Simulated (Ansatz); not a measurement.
Polymorphs of GaSb, each relaxed with the program Ansatz at the r²SCAN level (PAW):

A: P6_3mc, a = b = 4.329 Å, c = 14.202 Å, α = β = 90.00°, γ = 120.00°

B: P-6m2, a = b = 3.953 Å, c = 3.616 Å, α = β = 90.00°, γ = 120.00°

C: rock salt (Fm-3m), a = b = c = 5.7401 Å, α = β = γ = 90.00°

D: zinc blende (F-43m), a = b = c = 6.1326 Å, α = β = γ = 90.00°

E: P6_222, a = b = 4.3674 Å, c = 9.4973 Å, α = β = 90.00°, γ = 120.00°

F: NiAs type (P6_3/mmc), a = b = 3.966 Å, c = 7.001 Å, α = β = 90.00°, γ = 120.00°

Task: Order them by energy per atom at 0 K (lowest first) at the level r²SCAN.

Result: D (+0 meV/atom), A (+6 meV/atom), E (+168 meV/atom), C (+294 meV/atom), F (+323 meV/atom), B (+379 meV/atom)

Task: Give each one's gap.

Result: A 0.42 eV; B no gap; C no gap; D 0.42 eV; E no gap; F no gap.

Constructed cells (a structure type filled with these elements, in neither database checked): B. Built on a structure type that need not be the filed one of that space group: A. Typed or built starts, not in the databases checked: C; E; F. Not the usual ambient phase: A; B; C; E; F. All cells were relaxed under the symmetry of their starts (and spin orders); stability against distortions was not tested throughout. Spin–orbit coupling is left out wherever it is not named.

Energies hold the estimated change up to a 700 eV cutoff; steps of a few meV lie near the error of the meshes.

Potentials: the earlier of the program's two PAW sets.
